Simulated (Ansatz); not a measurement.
PdPt$_{3}$ in space group I4/mmm (No. 139; Pd on 2a, Pt on 4d, Pt on 2b), plane-wave PAW r²SCAN (Ansatz code), all energies at zero smearing, with the estimated change up to a 700 eV cutoff added, with one set of potentials and settings (totals compare only within such a set). Cell of 4 atoms (1 Pd, 3 Pt): -44596.226 eV.

| element | reference phase | E (eV/atom) |
|---|---|---|
| Pd | Fm-3m, 1 atoms in the cell | -6985.7456 |
| Pt | Fm-3m, 1 atoms in the cell | -12536.7848 |

Formation energy per atom, worked out: (-44596.226 − 1×(-6985.7456) − 3×(-12536.7848))/4 = -0.032 eV/atom (-3 kJ per mol of atoms), at 0 K, without zero-point energy or fitted corrections.

The first step of the workflow began from a Materials Project structure, measured or hypothetical; the Crystallography Open Database copy checked does not list it. With Pd and Pt taken as one species the cell has the higher symmetry Fm-3m, so it may be an ordered model of a mixed-site phase. Its standing as an ambient phase is unchecked. Symmetry was held in the r²SCAN relaxation; whether a distortion lowers the energy is not shown. Spin order of the final state: ferromagnetic, the only order run, not a proven ground state. Other orbital occupations within this spin state were not tried. The references are the lowest solids computed at this level, not always the standard phases. Spin–orbit coupling is left out wherever it is not named.

Potentials: the later of the program's two PAW sets.
